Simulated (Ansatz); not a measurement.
# Rb₂LiNb₂Te₂O₁₂: field gradients at two levels of theory

Cell: a Materials Project structure (computed, not necessarily an observed phase), taken as it stands.

```xyz
19
Lattice="7.4679 0.0000 0.0000 -3.6082 6.5451 0.0000 -3.7192 -2.1828 6.1353" Properties=species:S:1:pos:R:3 pbc="T T T"
Rb   -3.9547    2.0311    5.6346
Rb    3.8979    2.1338    1.7127
Li   -0.4748   -0.2399    4.8042
Nb   -0.0465    2.1547    3.0644
Nb    1.9129    5.3216    2.8256
Te    1.8457   -1.0505    3.0387
Te   -3.6564   -2.0809    6.0485
O     2.2682   -1.2456    4.9604
O     1.5301    3.5187    2.5536
O    -2.1759   -1.3013    4.9227
O    -1.3404    3.6351    2.6240
O     0.1900    2.7633    4.9407
O     3.6885   -0.5239    2.6310
O    -2.1236    5.7645    1.1190
O    -1.3823    0.8485    3.4346
O     2.4257    5.7852    1.0330
O     1.4327    0.8044    3.5013
O    -0.0313    1.7223    1.0969
O    -3.5927    4.9594    3.4687
```

Atom numbers follow the list; atoms alike are taken as one site, whose name carries the number of the first.

First run. Level of theory: DFT, PBE, plane waves and PAW, scalar-relativistic, 420 eV cutoff, Γ-centred 6×5×5 k-points, Fermi–Dirac smearing 0.05 eV (Ansatz 0.2.0).

| site | atom | V_zz (10²¹ V/m²) | η |
| --- | --- | --- | --- |
| Rb1 | 1 | -2.23 | 0.17 |
| Rb2 | 2 | 8.95 | 0.06 |
| Nb4 | 4 | 4.83 | 0.88 |
| Nb5 | 5 | -3.97 | 0.71 |
| Te6 | 6 | -3.70 | 0.22 |
| Te7 | 7 | 8.15 | 0.69 |
| O8 | 8 | 14.37 | 0.61 |
| O9 | 9 | 1.66 | 0.55 |
| O11 | 11 | 10.90 | 0.12 |
| O12 | 12 | 9.98 | 0.14 |
| O14 | 14 | 15.27 | 0.39 |
| O16 | 16 | 7.72 | 0.21 |
| O17 | 17 | 10.99 | 0.06 |
| O18 | 18 | 10.60 | 0.19 |

Second run. The same atoms and settings, except that the functional is r2SCAN, the cutoff is 500 eV and the mesh is 6×6×6.

Q: What does the second run give?

A: 

```json
{"site": "Rb1", "atom": "1", "V_zz": "-2.26", "η": "0.17", "change of V_zz": "-0.03"}
{"site": "Rb2", "atom": "2", "V_zz": "8.92", "η": "0.05", "change of V_zz": "-0.03"}
{"site": "Nb4", "atom": "4", "V_zz": "4.79", "η": "0.86", "change of V_zz": "-0.04"}
{"site": "Nb5", "atom": "5", "V_zz": "-3.97", "η": "0.60", "change of V_zz": "0.00"}
{"site": "Te6", "atom": "6", "V_zz": "-3.76", "η": "0.21", "change of V_zz": "-0.06"}
{"site": "Te7", "atom": "7", "V_zz": "8.58", "η": "0.68", "change of V_zz": "+0.43"}
{"site": "O8", "atom": "8", "V_zz": "14.78", "η": "0.60", "change of V_zz": "+0.41"}
{"site": "O9", "atom": "9", "V_zz": "1.60", "η": "0.61", "change of V_zz": "-0.06"}
{"site": "O11", "atom": "11", "V_zz": "11.23", "η": "0.12", "change of V_zz": "+0.33"}
{"site": "O12", "atom": "12", "V_zz": "10.39", "η": "0.16", "change of V_zz": "+0.41"}
{"site": "O14", "atom": "14", "V_zz": "15.74", "η": "0.38", "change of V_zz": "+0.47"}
{"site": "O16", "atom": "16", "V_zz": "8.07", "η": "0.21", "change of V_zz": "+0.35"}
{"site": "O17", "atom": "17", "V_zz": "11.31", "η": "0.05", "change of V_zz": "+0.32"}
{"site": "O18", "atom": "18", "V_zz": "11.03", "η": "0.18", "change of V_zz": "+0.43"}
```

The largest change of V_zz is on O14, from 15.27 to 15.74. In per cent, |V_zz| changes by 0 to +1 on Rb, -1 to 0 on Nb, +2 to +5 on Te, +3 to +4 on O (all sites that start above 2). The table leaves out 5 of the 19 sites, with |V_zz| up to 11.41; their tensors move by 0.34 at most along any direction. The statements above cover all sites.

Without spin–orbit coupling the gradients at and beside Te can be off by some per cent, at some sites by more. Semilocal functionals can leave a metal where correlation in the d or f shell opens a gap in the real compound, and that would change the values at and beside Nb. With these PAW files V_zz is typically within 2 to 3 % of all-electron values, but misses above 10 % occur on Li.
For the first run: The largest force is 0.6 eV/Å, so the atoms aren't at the calculated equilibrium and relaxing them would move these values. A computed database structure should lie near equilibrium, so this entry is doubtful.
For the second run: At this cell the r2SCAN pressure is -6 GPa, so with r2SCAN the cell would shrink if it were relaxed. The entry's cell may itself be off. The largest force is 0.7 eV/Å, so the atoms aren't at the calculated equilibrium and relaxing them would move these values.
